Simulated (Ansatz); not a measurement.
Structures of RuW3: which is lowest?

Plane-wave DFT in Ansatz with scalar-relativistic PAW potentials, cutoff 420 eV, Γ-centred meshes chosen by cell and gap, Gaussian smearing with energies taken to zero width. Every cell was relaxed (cell and atoms) in a run of its own, within the symmetry of its start. Functional: PBE.

Relaxed structures (starts from databases or built by putting these elements on another compound's sites):
A. I4/mmm, 4 atoms in the computed cell, a = 3.935 Å, c = 8.120 Å; sites (symmetry × multiplicity) Ru 4/mmm × 2, W -4m2 × 4 + 4/mmm × 2; start: built
B. Pm-3m, 4 atoms in the computed cell, a = 3.974 Å; sites (symmetry × multiplicity) Ru m-3m × 1, W 4/mm.m × 3; start: built

Rank them by energy. Could pressure change the order?

| structure | group | E − E(lowest) (meV/atom) | V (Å³/atom) | gap on mesh (eV) |
| --- | --- | --- | --- | --- |
| B | Pm-3m | 0.0 | 15.69 | 0.00 |
| A | I4/mmm | 20.3 | 15.72 | 0.00 |

B is lowest, 20 meV/atom under A. The two lowest differ in volume by under 3 %, too little for a first-order estimate of what pressure does to that pair (other pairs aren't weighed here); with rigid cells even 3 % in favour of the higher one would need about 7 GPa. Other structures may lie lower than all of these, and vibrations aren't counted.

Spin-orbit coupling is left out, which matters for the bands of heavy elements.